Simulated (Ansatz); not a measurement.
Ansatz (a quantum-chemistry and plane-wave program) input:

Ansatz 0.2 input:
```yaml
crystal:
  lattice:
    - [0.0, 3.8650712603, 3.8650712603]
    - [3.8650712603, 0.0, 3.8650712603]
    - [3.8650712603, 3.8650712603, 0.0]
  atoms:
    - { symbol: Si, position: [0.625, 0.625, 0.625] }
    - { symbol: Si, position: [0.125, 0.625, 0.625] }
    - { symbol: Si, position: [0.625, 0.125, 0.625] }
    - { symbol: Si, position: [0.625, 0.625, 0.125] }
    - { symbol: Si, position: [0.25, 0.25, 0.25] }
    - { symbol: Si, position: [0.0, 0.0, 0.0] }
    - { symbol: N, position: [0.8675705857, 0.8675705857, 0.8675705857] }
    - { symbol: N, position: [0.397288243, 0.8675705857, 0.8675705857] }
    - { symbol: N, position: [0.8675705857, 0.397288243, 0.8675705857] }
    - { symbol: N, position: [0.8675705857, 0.8675705857, 0.397288243] }
    - { symbol: N, position: [0.3824294143, 0.3824294143, 0.3824294143] }
    - { symbol: N, position: [0.852711757, 0.3824294143, 0.3824294143] }
    - { symbol: N, position: [0.3824294143, 0.852711757, 0.3824294143] }
    - { symbol: N, position: [0.3824294143, 0.3824294143, 0.852711757] }
kpoints:
  mp_grid: { grid: [6, 6, 6] }
hamiltonian:
  xc: r2scan
  pseudopotentials: { kind: paw }
scf:
  occupations: { method: fixed }
phonons:
  method: dfpt
  response_accuracy: low
  qmesh: [2, 2, 2]
  interpolated_qmesh: [12, 12, 12]
  dielectric: true
  rigid_motions: translations
  temperatures: { t_max: 1000, t_step: 50 }
  qpath:
    path:
      - [[0.0, 0.0, 0.0], [0.5, 0.0, 0.5], [0.625, 0.25, 0.625]]  # Γ-X-U
      - [[0.375, 0.375, 0.75], [0.0, 0.0, 0.0], [0.5, 0.5, 0.5], [0.5, 0.25, 0.75], [0.5, 0.0, 0.5]]  # K-Γ-L-W-X
    npoints: 13
```

Output (shortened):

```
WARN phonons: the dynamical matrix that this run interpolates holds no multipole term above the dipole-dipole one, and a site of this crystal is no centre of …
Pseudopotential: Si, paw, valence charge 4
Pseudopotential: N, paw, valence charge 5
Functional definition: r2SCAN
Crystal: 14 atoms, lattice volume = 115.479 Å³
Basis set: ecut = 500 eV, 2891 PW (Γ), exchange–correlation on 200×200×200 points (125 copies of the dense FFT grid, shifted against one another)
Bands: 46, of which v1, the nominal top of the filled ones, is band 32 counted from 1 (31 counted from 0)
Symmetry: 48 space group operations
k-points: 68 of 216 (irreducible under 2 space group operations, time reversal used)
SCF 1 converged in 9 iterations: F = -6928.598076 eV  dr2 = 1.65e-12
SCF converged after 9 iterations
Free energy (F): -6928.598076 eV
Harris-Foulkes:  -6928.598076 eV  (|F-HF|=9.09e-13)
Internal energy: -6928.598076 eV  (E = F + TS)
E sigma→0 (E₀):  -6928.598076 eV
Fermi energy:    11.097233 eV
--- Per-component energies (eV) ---
  E_band       = 254.519075
  E_kinetic    = 1376.292261
  E_local      = -1466.169472  (includes V_loc(G=0)·N_el)
  E_nonlocal   = 492.168951
  E_hartree    = 494.073547
  E_xc         = -810.673213
  E_vxc        = -1012.320148  (∫ρ·V_xc dr)
  E_paw        = -4151.652981  (= ΣΔE_a)
  E_vpaw       = -177.332614  (= ΣTr[D̂ρ^β])
  E_aug_tail   = 0.000172  (compensation charges beyond the density's cutoff)
  E_vtau       = 53.732875  (kinetic-family band-sum trace: ∫τ·v_τ [+ j·A + Jᵃ·Aᵃ] dr)
  E_ewald      = -2861.942227
  E_core_change = -0.695115  (= ΣΔE_core)
  E_smearing   =  0.000000  (= −TS)
  E_closure    = 0.000000  (closes the sum)
  Σ components = -6928.598076   (vs F -6928.598076, Δ=0.00e0)
--- Band table (eV; the first three rows and the last of 68) ---
  k-point 0: bands = ["-8.7763", "-5.4034", "-4.4782", "-4.4782", "-4.4782", "-3.4674", "-3.4674", "-3.4674", "0.2710", "1.3150", "1.8845", "1.8845", "1.8845", "3.5738", "3.5738", "6.7231", "6.7231", "6.7231", "8.6459", "8.6459", "8.6459", "9.1257", "9.1257", …
  k-point 1: bands = ["-8.6223", "-5.5776", "-4.7904", "-4.4465", "-4.4465", "-3.5762", "-3.5737", "-3.5737", "0.6398", "1.6202", "2.0942", "2.0942", "2.4796", "3.8379", "3.8379", "6.2360", "6.6572", "6.6572", "8.2488", "8.2488", "8.5582", "8.7350", "9.0222", …
  k-point 2: bands = ["-8.1852", "-6.3156", "-4.9524", "-4.3455", "-4.3455", "-3.8525", "-3.8171", "-3.8171", "1.3927", "2.3094", "2.6640", "2.6640", "3.8930", "4.2740", "4.2740", "5.4371", "6.4451", "6.4451", "7.2735", "7.8554", "7.8554", "8.5178", "8.5178", …
  k-point 67: bands = ["-7.7424", "-6.9393", "-4.9379", "-4.2319", "-4.2319", "-4.0064", "-3.9987", "-3.9987", "2.1767", "2.2306", "3.1555", "3.1555", "4.1884", "4.1884", "5.2296", "5.2372", "6.3449", "6.7415", "6.7415", "7.3139", "7.3461", "7.3461", …
--- Phonons (Γ-DFPT): 3 representative perturbations + reference, on 68 of 216 k-points (Σ response iterations 20) ---
  ASR residual: 6.482e-4 → 0.000e0 eV/Å²; symmetrization residual: 1.716e-5 eV/Å²
  ASR residual per site (eV/Å²): 4.33e-5 4.33e-5 4.33e-5 4.33e-5 7.13e-6 7.13e-6 6.48e-4 6.48e-4 6.48e-4 6.48e-4 6.48e-4 6.48e-4 6.48e-4 6.48e-4
  Γ frequencies (cm⁻¹): 0.00 0.00 0.00 319.11 319.11 319.11 415.69 415.69 415.69 424.17 424.17 424.17 449.02 449.02 508.18 508.18 508.18 526.71 526.71 612.47 612.47 612.47 630.95 630.95 630.95 729.33 729.33 729.33 735.20 735.20 735.20 787.54 787.54 787.69 …
  ε∞ (high-frequency dielectric tensor):
        4.903160     0.000000     0.000000
        0.000000     4.903160     0.000000
        0.000000     0.000000     4.903160
  ε⁰ (static dielectric tensor: ions relaxed, cell fixed):
       12.011728     0.000000     0.000000
        0.000000    12.011728     0.000000
        0.000000     0.000000    12.011728
  ε⁰ − ε∞ (ionic part):
        7.108568     0.000000     0.000000
        0.000000     7.108568     0.000000
        0.000000     0.000000     7.108568
  softest optical mode at Γ: 319.11 cm⁻¹; the repairs (sum rule, projections) moved no ω² at Γ by more than (5.61 cm⁻¹)²
  Born effective charges Z* (e; rows j = field, columns β = displacement):
    site 0:
         3.67846    0.16112    0.16112
         0.16112    3.67846    0.16112
         0.16112    0.16112    3.67846
    site 1:
         3.67846   -0.16112   -0.16112
        -0.16112    3.67846    0.16112
        -0.16112    0.16112    3.67846
    site 2:
         3.67846   -0.16112    0.16112
        -0.16112    3.67846   -0.16112
         0.16112   -0.16112    3.67846
    site 3:
         3.67846    0.16112   -0.16112
         0.16112    3.67846   -0.16112
        -0.16112   -0.16112    3.67846
    site 4:
         3.57542    0.00000    0.00000
         0.00000    3.57542    0.00000
         0.00000    0.00000    3.57542
    site 5:
         3.57542    0.00000    0.00000
         0.00000    3.57542    0.00000
         0.00000    0.00000    3.57542
    site 6:
        -2.73309   -0.22296   -0.22296
        -0.22296   -2.73309   -0.22296
        -0.22296   -0.22296   -2.73309
    site 7:
        -2.73309    0.22296    0.22296
         0.22296   -2.73309   -0.22296
         0.22296   -0.22296   -2.73309
    site 8:
        -2.73309    0.22296   -0.22296
         0.22296   -2.73309    0.22296
        -0.22296    0.22296   -2.73309
    site 9:
        -2.73309   -0.22296    0.22296
        -0.22296   -2.73309    0.22296
         0.22296    0.22296   -2.73309
    site 10:
        -2.73309   -0.22296   -0.22296
        -0.22296   -2.73309   -0.22296
        -0.22296   -0.22296   -2.73309
    site 11:
        -2.73309    0.22296    0.22296
         0.22296   -2.73309   -0.22296
         0.22296   -0.22296   -2.73309
    site 12:
        -2.73309    0.22296   -0.22296
         0.22296   -2.73309    0.22296
        -0.22296    0.22296   -2.73309
    site 13:
        -2.73309   -0.22296    0.22296
        -0.22296   -2.73309    0.22296
         0.22296    0.22296   -2.73309
  Z* charge neutrality: 1.433e-4 e pre-enforcement
  k-mesh period / interband length: 32.8 Å / 1.54 Å = 21.35 at k = (0.0000, 0.0000, 0.0000), direct gap 4.055 eV — 14 or more, which is no proof of convergence
  optical modes at Γ without the LO–TO term, one row a degenerate level:
      ω (cm⁻¹)  modes    IR ((D/Å)²/amu)
        319.11      3             0.0000
        415.69      3             0.8269
        424.17      3             0.0000
        449.02      2             0.0000
        508.18      3             0.0000
        526.71      2             0.0000
        612.47      3           339.8350
        630.95      3             0.0000
        729.33      3             0.0000
        735.20      3            25.0953
        787.54      2             0.0000
        787.69      1             0.0000
        812.46      3           130.3564
        847.69      3             0.0000
        953.79      1             0.0000
        980.79      1             0.0000
  optical modes at Γ + LO–TO along q̂ = [1.0000, 0.0000, 0.0000]:
      ω (cm⁻¹)  modes    IR ((D/Å)²/amu)
        319.11      3             0.0000
        415.69      2             0.5513
        416.04      1             0.0221
        424.17      3             0.0000
        449.02      2             0.0000
        508.18      3             0.0000
        526.71      2             0.0000
        612.47      2           226.5566
        630.95      3             0.0000
        714.61      1             4.0272
        729.33      3             0.0000
        735.20      2            16.7302
        759.72      1             4.5994
        787.54      2             0.0000
        787.69      1             0.0000
        812.46      2            86.9043
        847.69      3             0.0000
        953.79      1             0.0000
        980.79      1             0.0000
       1053.81      1           156.7225
  optical modes at Γ + LO–TO along q̂ = [0.0000, 1.0000, 0.0000]:
      ω (cm⁻¹)  modes    IR ((D/Å)²/amu)
        319.11      3             0.0000
        415.69      2             0.5513
        416.04      1             0.0221
        424.17      3             0.0000
        449.02      2             0.0000
        508.18      3             0.0000
        526.71      2             0.0000
        612.47      2           226.5566
        630.95      3             0.0000
        714.61      1             4.0272
        729.33      3             0.0000
        735.20      2            16.7302
        759.72      1             4.5994
        787.54      2             0.0000
        787.69      1             0.0000
        812.46      2            86.9043
        847.69      3             0.0000
        953.79      1             0.0000
        980.79      1             0.0000
       1053.81      1           156.7225
  optical modes at Γ + LO–TO along q̂ = [0.0000, 0.0000, 1.0000]:
      ω (cm⁻¹)  modes    IR ((D/Å)²/amu)
        319.11      3             0.0000
        415.69      2             0.5513
        416.04      1             0.0221
        424.17      3             0.0000
        449.02      2             0.0000
        508.18      3             0.0000
        526.71      2             0.0000
        612.47      2           226.5566
        630.95      3             0.0000
        714.61      1             4.0272
        729.33      3             0.0000
        735.20      2            16.7302
        759.72      1             4.5994
        787.54      2             0.0000
        787.69      1             0.0000
        812.46      2            86.9043
        847.69      3             0.0000
        953.79      1             0.0000
        980.79      1             0.0000
       1053.81      1           156.7225
  non-analytic LO–TO correction: the dipole-dipole term of the run's Born effective charges and high-frequency dielectric tensor (where they are solved with …
--- Phonons (arbitrary-q DFPT): 3 irreducible q on the 2×2×2 mesh ---
  q = [0.0000, 0.0000, 0.0000] (star 1, of the zone-centre solve; hermiticity 1.09e-6, symmetrization 3.91e-9):  0.00  0.00 0.00 319.11 319.11 319.11 415.69 415.69 415.69 424.17 424.17 424.17 449.02 449.02 508.18 508.18 508.18 526.71 526.71 612.47 612.47 …
  q = [0.0000, 0.0000, -0.5000] (star 4, 7 solved perturbations in 564 linear systems a pass and spin channel, the states on 112 of 216 k-point pairs; hermiticity 1.59e-6, symmetrization 7.32e-12): 232.48 232.48 276.72 276.72 316.72 382.23 382.23 430.66 …
  q = [0.0000, -0.5000, -0.5000] (star 3, 6 solved perturbations in 436 linear systems a pass and spin channel, the states on 112 of 216 k-point pairs; hermiticity 1.25e-6, symmetrization 1.68e-14): 300.98 300.98 317.33 317.33 389.51 389.51 394.48 394.48 …
  sum rule: each row above includes the acoustic sum rule's correction from the zone centre's row sums; it moved no ω² by more than (4.19 cm⁻¹)²
  mesh force constants: q→R imaginary residual 2.99e-17; ASR residual 6.482e-4 → 0.000e0 eV/Å²; symmetrization residual 2.487e-14 eV/Å²
  interpolated dispersion: 81 rows × 42 modes
  density of states and harmonic sums: on the 12×12×12 q-mesh, interpolated from the force constants of a 2×2×2 supercell (with the dipole–dipole term)
  largest difference from the sums on the solved wave vectors: F 4.89e-2 eV, S 8.21e-5 and C_V 3.12e-5 eV/K
  zero-point energy: 1.591185 eV/cell   skipped modes (ω ≤ 0): 3   left out of the sums: 4.13e-5 of the cell's modes …
```

Cost: about 60 core-minutes (a rough figure) on shared cores.

Space group Fd-3m. The r²SCAN relaxation kept the symmetry of its start.

Potentials: the later of the program's two PAW sets.

Ansatz is a plane-wave DFT program.
